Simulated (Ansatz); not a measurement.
## Fixed-spin-moment curve of Gd

System: Gd, an experimental structure (space group P6_3/mmc); the cell holds 2 atoms. Source: COD entry 9008498, which need not be the ambient phase.

```
CELL_PARAMETERS angstrom
3.62900 0.00000 0.00000
-1.81450 3.14281 0.00000
0.00000 0.00000 5.79600
ATOMIC_POSITIONS crystal
Gd 0.33333 0.66667 0.25000
Gd 0.66667 0.33333 0.75000
```

Numbers behind element symbols give the atom's place in this list.

Computed with Ansatz, DFT, PBE+U, PAW, plane waves, scalar-relativistic.

```
Hubbard term (Dudarev form) : U − J = 6.4 eV on Gd f, on Löwdin-orthonormalised all-electron atomic orbitals
Plane-wave cutoff           : 420 eV
k-point mesh                : 9×9×5 (Γ-centred)
Occupations                 : Fermi–Dirac smearing, 0.1 eV
Valence electrons           : 36
```

Moments by site are taken inside atomic spheres; the rest lies between them.

A static U favours moments and orbital order; the result depends on U and need not be the measured state. The U is a test value, not one fitted to this metal, and a U on a metal's d shells tends to overstate moments.

Each run fixes N↑ − N↓ and starts with that moment spread in parallel over the Gd atoms; no search for lower states follows. Energies are free energies per cell above the lowest run, the runs with a free moment included. Each row is one local solution, which need not be the lowest state at that M. The run at M = 0 starts without moments and gives the spin-unpolarised solution; a state with cancelling moments wasn't tried, and may lie lower.

The run at M = 10.59 μB took 30 s on 2 threads of x86-64 server CPU, with other jobs on the host, peak memory 0.48 GiB.

```
fixed M (μB/cell)  F − F(lowest) (meV/cell)  moments of Gd1 Gd2 (μB)  absolute moment (μB)
             0.00                     35976                0.00 0.00                  0.00
             2.65                     16805                2.17 2.17                  8.98
             5.29                         ?                        ?                     ?
             7.94                      5524                5.25 5.25                 17.30
            10.59                      2020                6.02 6.02                 15.55
            13.24                         ?                        ?                     ?
            15.88                        18                7.57 7.57                 15.88
            18.53                      1082                8.33 8.33                 18.53
            21.18                     14591                9.29 9.29                 21.18
```

At M = 2.65, 5.29, 7.94, 10.59 μB the absolute moment far exceeds M, as opposite spins partly cancel within or between atoms, so the M = 0 row needn't join the others. The run at M = 0.00 μB reads as a possible saddle point, so a lower state may exist there.

Question: Fill in the row for M = 5.29 μB.

Answer: 9026 meV; moments Gd1 3.64, Gd2 3.64 μB; absolute moment 13.39 μB.

Question: Fill in the row for M = 13.24 μB.

Answer: 421 meV; moments Gd1 6.80, Gd2 6.80 μB; absolute moment 14.21 μB.

Question: Where do runs with a free total moment end?

Answer: “parallel moments, free total moment [Gd1 7.00, Gd2 7.00 μB]” ends at 15.54 μB, 0 meV; “parallel moments scaled by 0.1, free total moment [Gd1 0.70, Gd2 0.70 μB]” ends at 15.54 μB, 0 meV. No free run was started from opposed moments.
